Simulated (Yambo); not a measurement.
Yambo run on BaTe (rock salt, space group Fm-3m, No. 225). The wavefunctions are norm-conserving PBE (stringent potentials; Quantum ESPRESSO, 107 Ry, no spin-orbit coupling) ones on a 4×4×4 mesh (17 occupied bands); a = 4.9065 Å, b = 4.9065 Å, c = 4.9065 Å, α = 60.00°, β = 60.00°, γ = 60.00°.

Yambo input:

```
rim_cut
gw0
dyson
el_el_corr
HF_and_locXC
cohsex
em1s
RandQpts= 1000000
RandGvec= 1 Ry
EXXRLvcs= 106.6 Ry
VXCRLvcs= 426.4 Ry
Chimod= "HARTREE"
% BndsRnXs
 5 | 288 |
%
NGsBlkXs= 12 Ry
% LongDrXs
 1.0 | 1.0 | 1.0 |
%
ExtendOut
% QPkrange
 1 | 1 | 17 | 17 |
 7 | 7 | 17 | 18 |
%
```

k points by index: 1 = Γ, 7 = X.

The o-*.qp file then holds:

```
#    K-point    Band    Eo [eV]    E [eV]    E-Eo [eV]    Vxc [eV]    Vnlxc [eV]    Sc|Eo [eV]    Re(Z)    Im(Z)
#
    1    17    0.000000    -3.088079    -3.088079    -12.38554    -14.46086    -1.012760    1.000000    0.000000
    7    17    -0.351410    -3.512257    -3.160846    -12.04459    -14.34354    -0.861892    1.000000    0.000000
    7    18    1.548218    0.343654    -1.204564    -7.757786    -4.263392    -4.698957    1.000000    0.000000
```
(The two width columns are left out.) Convergence of these settings isn't established.

Geometry relaxed with PBEsol.
